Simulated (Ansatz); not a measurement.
Input:

OsO4:
```cif
data_O8Os2
_chemical_formula_sum 'Os2 O8'
_space_group_name_H-M_alt 'I-42m'
_space_group_IT_number 121
_space_group_name_Hall 'I -4 2'
_cell_length_a 4.28442
_cell_length_b 4.28442
_cell_length_c 7.76115
_cell_angle_alpha 90.000
_cell_angle_beta 90.000
_cell_angle_gamma 90.000
loop_
_atom_site_label
_atom_site_type_symbol
_atom_site_symmetry_multiplicity
_atom_site_Wyckoff_symbol
_atom_site_fract_x
_atom_site_fract_y
_atom_site_fract_z
_atom_site_occupancy
Os1 Os 2 b 0.00000 0.00000 0.50000 1
O1 O 8 i 0.27056 0.27056 0.12517 1
```
(The calculation used a cell of 5 atoms; values per cell refer to that cell.)

This is the LDA-relaxed structure.

Question: All from DFT-LDA in the program Ansatz with PAW potentials, unless another level is named. Give the electron effective mass.

Answer: 1.1, 2.0, 2.0 mₑ (principal values).

Question: Predict the smallest direct gap on the standard path.

Answer: 3.34 eV.

Question: What about the formation energy from the elements (no fitted shifts)?

Answer: -0.90 eV/atom.

Question: Give the gap with spin–orbit coupling.

Answer: 3.09 eV.

Question: And the conduction-band minimum?

Answer: at M.

Question: Next, the weight of the conduction-edge state by species (Voronoi cells)?

Answer: O 54 %, Os 46 %.

The first step of the workflow began from a Materials Project structure, measured or hypothetical; the Crystallography Open Database copy checked does not list it. COD files the formula under space group No. 5, so this cell is another polymorph or a model. Its standing as an ambient phase is unchecked. Symmetry was held in the LDA relaxation; whether a distortion lowers the energy is not shown. The run is not spin-polarised. A crystal of weakly bound molecules computed without a dispersion correction: the cell and the soft elastic constants depend strongly on that. The references are the lowest solids computed at this level, not always the standard phases (solids in place of the gases). Spin–orbit coupling is left out wherever it is not named.

Potentials: the later of the program's two PAW sets.
